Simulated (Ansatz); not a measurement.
A geometry of CsPbBr3 away from equilibrium: step 2 of the relaxation of a generated cell, CsPbBr3 placed in the AFLOW prototype ABC3_hR10_161_a_a_b (as in LiNbO3). All values below come from PBE (plane waves to 420 eV, PAW, scalar-relativistic; Ansatz, a program for electronic structure). Γ-centred k-mesh 4×4×4 on the run's cell (coarser than for final values), Fermi–Dirac smearing 0.05 eV.

```
CELL_PARAMETERS angstrom
      4.16699     2.40582     7.23108
     -4.16699     2.40582     7.23108
      0.00000    -4.81163     7.23108
ATOMIC_POSITIONS crystal
  Cs 0.28660 0.28660 0.28660
  Cs 0.78660 0.78660 0.78660
  Pb 0.01248 0.01248 0.01248
  Pb 0.51248 0.51248 0.51248
  Br 0.74948 0.15991 0.34181
  Br 0.34181 0.74948 0.15991
  Br 0.15991 0.34181 0.74948
  Br 0.84181 0.65991 0.24948
  Br 0.24948 0.84181 0.65991
  Br 0.65991 0.24948 0.84181
```

**Question.** What forces act on the atoms (eV/Å)?

**Answer.** 
```tsv
atom	Fx	Fy	Fz
Cs1	0.00	0.00	0.04
Cs2	0.00	0.00	0.04
Pb3	0.00	0.00	-0.04
Pb4	0.00	0.00	-0.04
Br5	-0.10	0.16	0.00
Br6	-0.09	-0.17	0.00
Br7	0.19	0.00	0.00
Br8	-0.19	0.00	0.00
Br9	0.09	-0.17	0.00
Br10	0.10	0.16	0.00
```

**Question.** What is the pressure?

**Answer.** -0.1 GPa, compression positive.

**Question.** How far above the relaxed end point is this geometry?

**Answer.** 0.02 eV/atom; the path ends in R3c (No. 161).

No spin polarisation in the result.

The run could not lose the symmetry of its start: the end is stationary, and may be a saddle point rather than a minimum.

The end of the path is a generated cell of CsPbBr3: the first start was made by placing the elements on the sites of a structure type, and the end was not matched to a known phase here, so it may be hypothetical. Known forms of CsPbBr3 include space group No. 62, 221.
